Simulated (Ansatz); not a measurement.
Values for one crystal, relaxed and computed with DFT-r²SCAN in the program Ansatz with PAW potentials; other levels are named.

| Quantity | Value |
|---|---|
| Volume per atom | 28.40 Å³ |
| Electronic character | metallic (no gap) |
| Formation energy from the elements (no fitted shifts) | -50 kJ/mol of atoms |
| Density of states at the Fermi level | 0.76 states/eV per atom (mean over ±0.08 eV) |

**Question.** Which of these materials gives this?
A. Y2In, P6_3/mmc (Y on 2a, Y on 2d, In on 2c)
B. YInCu4, F-43m (Y on 4a, In on 4d, Cu on 16e)
C. EuZn2Ga2, I4/mmm (Eu on 2a, Zn on 4e, Ga on 4d)
D. HfPt, Cmcm (Hf on 4c, Pt on 4c)

**Answer.** A, Y2In, P6_3/mmc (Y on 2a, Y on 2d, In on 2c)

The first step of the workflow began from a Materials Project structure, measured or hypothetical; the Crystallography Open Database files this formula in space group No. 194, but the cells were not matched. Its standing as an ambient phase is unchecked. Symmetry was held in the r²SCAN relaxation; whether a distortion lowers the energy is not shown. Spin order of the final state: ferromagnetic, chosen from 3 collinear starts compared on coarse meshes (ties went to the first, and starts can fall back to one state), not a proven ground state. Other orbital occupations within this spin state were not tried. The references are the lowest solids computed at this level, not always the standard phases. Spin–orbit coupling is left out wherever it is not named.

Potentials: the later of the program's two PAW sets.
